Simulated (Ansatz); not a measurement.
**An inverse problem**

Cell vectors (Å):

```
0.0000 2.1598 2.1598
2.1598 0.0000 2.1598
2.1598 2.1598 0.0000
```

```tsv
atom	a	b	c
X	0.0000	0.0000	0.0000
```

Method: PBEsol, all-electron LAPW in Ansatz 0.2.0, scalar-relativistic. k mesh 24×24×24, strains of ±0.008, Fermi-Dirac smearing of 0.050 eV.

Elastic constants of a crystal by Kohn-Sham DFT: slopes of the stress over finite engineering strains of the given cell, Voigt indices, Cartesian axes as in the cell vectors.

```
index  elastic (GPa)
   11           15.1
   12             13
   44            8.7
```

Task: All X atoms are one element. Which one was computed?

Result: Li; the crystal is Li (Fm-3m, a database entry that needn't be its stable phase).

Keep in mind: responses of metals move with mesh and smearing.
